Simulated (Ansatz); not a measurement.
**CaHBr, a database entry at a rescaled volume**

```xyz
6
Lattice="3.9041 0.0000 0.0000 0.0000 3.9041 0.0000 0.0000 0.0000 8.0056" Properties=species:S:1:pos:R:3 pbc="T T T"
Ca    0.0000    1.9521    1.1208
Ca    1.9521    0.0000    6.8848
H     0.0000    0.0000    0.0000
H     1.9521    1.9521    0.0000
Br    0.0000    1.9521    5.3637
Br    1.9521    0.0000    2.6418
```

Level: r2SCAN, no spin polarisation; 500 eV; 7×7×3 Γ-centred mesh; gaussian occupations (width 0.0132 eV); Ansatz 0.2.0, fixed geometry.

Forces: The largest is on Ca1 (and as large on other atoms): 1.16 eV/Å, components (0.00, 0.00, 1.16). It makes 120° with the line to a nearest neighbour, H3 at 2.25 Å.
Charges: Bader charges in e: Ca +1.53, H -0.74, Br -0.79. In the mean Ca gives up most and Br takes most.
Contacts: Ca–H at 2.25 Å: least valence density 0.19 e/Å³ and ELF 0.15 there, a closed-shell (ionic or weak) contact. Br–Ca at 3.15 Å: least valence density 0.10 e/Å³ and ELF 0.04 there, a closed-shell (ionic or weak) contact. Br–H at 3.28 Å: least valence density 0.07 e/Å³ and ELF 0.08 there, a closed-shell (ionic or weak) contact. Both are smooth PAW fields, read partly inside the augmentation spheres.
Electronic structure: The gap is 4.23 eV, indirect (the least direct gap found is 4.65 eV).
Stress: The pressure is -0.7 GPa (compression positive), so with the atoms held at these fractions the cell would first shrink; the forces are large, so a full relaxation may end otherwise.
Formation energy: -1.49 eV an atom against the elements' usual phases (free molecules for gases, crystals otherwise, with no correction for O₂ or N₂), so it is bound against them; other compounds may still compete. Relaxing would lower it.

Origin: a database entry at a rescaled volume. Caveats: the mesh misses a band edge that the path finds.
